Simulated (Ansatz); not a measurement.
V:
Space group Im-3m (No. 229); a = b = c = 2.9580 Å, α = β = γ = 90.00°

| atom | site | symmetry | x | y | z |
|---|---|---|---|---|---|
| V | 2a | m-3m | 0.0000 | 0.0000 | 0.0000 |
(The calculation used a cell of 1 atom; values per cell refer to that cell.)

Relaxed with PBEsol.

### Question
Which orbitals make up the states near the Fermi level in plane-wave PAW PBEsol (Ansatz code)?

### Answer
Within 0.5 eV of the Fermi level: V 3d 87 %, V 4s 7 %, outside the projected shells 5 %. Projections are on Löwdin-orthogonalised atomic valence shells; empty p or d shells of many metals are not among them.

### Question
Tabulate the density of states.

### Answer
States/eV per cell of 1 atom, in 0.25 eV bins, energy from the Fermi level.

| E (eV) | total | V 3d | V 4s | V 3p |
|---|---|---|---|---|
| -6.85 | 0.00 | 0.00 | 0.00 | 0.00 |
| -6.60 | 0.02 | 0.00 | 0.01 | 0.00 |
| -6.35 | 0.04 | 0.00 | 0.04 | 0.00 |
| -6.10 | 0.05 | 0.00 | 0.05 | 0.00 |
| -5.85 | 0.07 | 0.00 | 0.06 | 0.00 |
| -5.60 | 0.08 | 0.00 | 0.07 | 0.00 |
| -5.35 | 0.09 | 0.00 | 0.08 | 0.00 |
| -5.10 | 0.11 | 0.00 | 0.10 | 0.00 |
| -4.85 | 0.12 | 0.01 | 0.11 | 0.00 |
| -4.60 | 0.14 | 0.01 | 0.12 | 0.00 |
| -4.35 | 0.16 | 0.02 | 0.13 | 0.01 |
| -4.10 | 0.19 | 0.03 | 0.15 | 0.01 |
| -3.85 | 0.23 | 0.05 | 0.17 | 0.01 |
| -3.60 | 0.29 | 0.09 | 0.19 | 0.01 |
| -3.35 | 0.55 | 0.29 | 0.25 | 0.01 |
| -3.10 | 0.87 | 0.59 | 0.26 | 0.01 |
| -2.85 | 1.02 | 0.76 | 0.24 | 0.01 |
| -2.60 | 1.20 | 0.95 | 0.22 | 0.01 |
| -2.35 | 1.58 | 1.33 | 0.22 | 0.02 |
| -2.10 | 1.00 | 0.87 | 0.10 | 0.01 |
| -1.85 | 0.79 | 0.72 | 0.05 | 0.01 |
| -1.60 | 0.53 | 0.49 | 0.02 | 0.00 |
| -1.35 | 1.42 | 1.35 | 0.01 | 0.01 |
| -1.10 | 2.25 | 2.16 | 0.02 | 0.01 |
| -0.85 | 1.74 | 1.63 | 0.04 | 0.01 |
| -0.60 | 1.72 | 1.56 | 0.08 | 0.01 |
| -0.35 | 1.93 | 1.69 | 0.13 | 0.01 |
| -0.10 | 2.03 | 1.75 | 0.17 | 0.01 |
| 0.15 | 1.40 | 1.23 | 0.09 | 0.01 |
| 0.40 | 0.88 | 0.75 | 0.06 | 0.00 |
| 0.65 | 0.49 | 0.39 | 0.04 | 0.00 |
| 0.90 | 0.47 | 0.39 | 0.03 | 0.00 |
| 1.15 | 0.53 | 0.46 | 0.02 | 0.00 |
| 1.40 | 0.67 | 0.62 | 0.01 | 0.00 |
| 1.65 | 1.11 | 1.07 | 0.01 | 0.00 |
| 1.90 | 1.41 | 1.39 | 0.01 | 0.00 |
| 2.15 | 1.89 | 1.87 | 0.01 | 0.00 |
| 2.40 | 2.09 | 2.07 | 0.01 | 0.00 |
| 2.65 | 2.39 | 2.37 | 0.01 | 0.00 |
| 2.90 | 3.39 | 3.34 | 0.03 | 0.00 |
| 3.15 | 1.92 | 1.82 | 0.08 | 0.00 |
| 3.40 | 1.29 | 1.18 | 0.08 | 0.00 |
| 3.65 | 1.10 | 0.99 | 0.08 | 0.00 |
| 3.90 | 0.99 | 0.88 | 0.08 | 0.00 |
| 4.15 | 0.56 | 0.46 | 0.09 | 0.00 |
| 4.40 | 0.42 | 0.29 | 0.10 | 0.00 |
| 4.65 | 0.37 | 0.22 | 0.11 | 0.00 |

The PBEsol relaxation kept the symmetry of its start. The workflow began spin-polarised and lost its moments.

Potentials: the later of the program's two PAW sets.
